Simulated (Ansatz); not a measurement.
Relaxed-ion elastic tensor of BAs (rock salt, space group No. 225) in GPa (Voigt order), DFT-PBEsol in the program Ansatz with PAW potentials; density 5.96 g/cm³, 11.94 Å³ per atom.

```
 229  97.1  97.1   0.0   0.0   0.0
97.1   229  97.1   0.0   0.0   0.0
97.1  97.1   229   0.0   0.0   0.0
 0.0   0.0   0.0  60.3   0.0   0.0
 0.0   0.0   0.0   0.0  60.3   0.0
 0.0   0.0   0.0   0.0   0.0  60.3
```

Question: Is the crystal mechanically stable?

Answer: Yes: the smallest eigenvalue of C is 60.3 GPa.

Question: Work out the Voigt, Reuss and Hill averages.

Answer: K_V = 141, K_R = 141, K_H = 141; G_V = 62.6, G_R = 62.5, G_H = 62.5 GPa.

Question: Give Young's modulus, Poisson's ratio, Pugh's ratio and the universal anisotropy index.

Answer: E = 9KG/(3K + G) = 163 GPa; ν = 0.31; K/G = 2.26 (ductile by the Pugh limit of 1.75); A_U = 5G_V/G_R + K_V/K_R − 6 = 0.01.

Question: Estimate the sound speeds and the Debye temperature.

Answer: v_l = √((K + 4G/3)/ρ) = 6140 m/s, v_t = √(G/ρ) = 3240 m/s, mean 3620 m/s; Θ = (h/k)(3n/4πV)^(1/3) v_m = 472 K.

Question: Give the Zener ratio and Young's modulus along [100], [110] and [111].

Answer: A = 2C44/(C11 − C12) = 0.91; 1/E = S11 − 2(S11 − S12 − S44/2)Γ with Γ = 0, 1/4, 1/3 gives 171, 161, 158 GPa.

Question: Solve the Christoffel equation for the three sound speeds along [100], [110], [111].

Answer: Eigenvalues of C_ijkl n_j n_l equal ρv². In km/s, slowest first: [100] 3.18, 3.18, 6.20; [110] 3.18, 3.33, 6.12; [111] 3.28, 3.28, 6.10.

Space group Fm-3m (rock salt). The start of the workflow was typed in or built on a structure type; neither database checked (COD, Materials Project) lists it. It is not the phase usual at ambient conditions (space group No. 216). The PBEsol relaxation kept the symmetry of its start. At this level the phase is dynamically unstable (imaginary phonons). Its formation energy is positive at this level, so the cell may be metastable or incomplete. As this level gives no gap, shear constants depend on the k-mesh and smearing (Fermi–Dirac, 0.1 eV here).

Potentials: the earlier of the program's two PAW sets. The files were generated under PBE; for other functionals the program regenerates the frozen cores, and for LDA and PBEsol the local potential too.
